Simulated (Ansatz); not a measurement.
**Structures of AlCd2: which is lowest?**

Plane-wave DFT in Ansatz with scalar-relativistic PAW potentials, cutoff 420 eV, Γ-centred meshes chosen by cell and gap, Gaussian smearing with energies taken to zero width. Every cell was relaxed (cell and atoms) in a run of its own, within the symmetry of its start. Functional: PBE.

Relaxed structures (starts from databases or built by putting these elements on another compound's sites):
A. Fd-3m, 6 atoms in the computed cell, a = 8.205 Å; sites (symmetry × multiplicity) Al -43m × 8, Cd .-3m × 16; start: built
B. P6_3/mmc, 6 atoms in the computed cell, a = 2.968 Å, c = 16.833 Å; sites (symmetry × multiplicity) Al -6m2 × 2, Cd 3m. × 4; start: built
C. P6/mmm, 3 atoms in the computed cell, a = 5.088 Å, c = 2.963 Å; sites (symmetry × multiplicity) Al 6/mmm × 1, Cd -6m2 × 2; start: built
D. I4/mmm, 3 atoms in the computed cell, a = 3.934 Å, c = 8.403 Å; sites (symmetry × multiplicity) Al 4/mmm × 2, Cd 4mm × 4; start: built

Problem. Rank them by energy. Could pressure change the order?

Solution.
| structure | group | E − E(lowest) (meV/atom) | V (Å³/atom) | gap on mesh (eV) |
| --- | --- | --- | --- | --- |
| B | P6_3/mmc | 0.0 | 21.40 | 0.00 |
| D | I4/mmm | 39 | 21.67 | 0.00 |
| C | P6/mmm | 94 | 22.14 | 0.00 |
| A | Fd-3m | 177 | 23.02 | 0.00 |

B is lowest, 39 meV/atom under D. The lowest is also the densest of these, so pressure wouldn't bring one of the others in at first order. Other structures may lie lower than all of these, and vibrations aren't counted.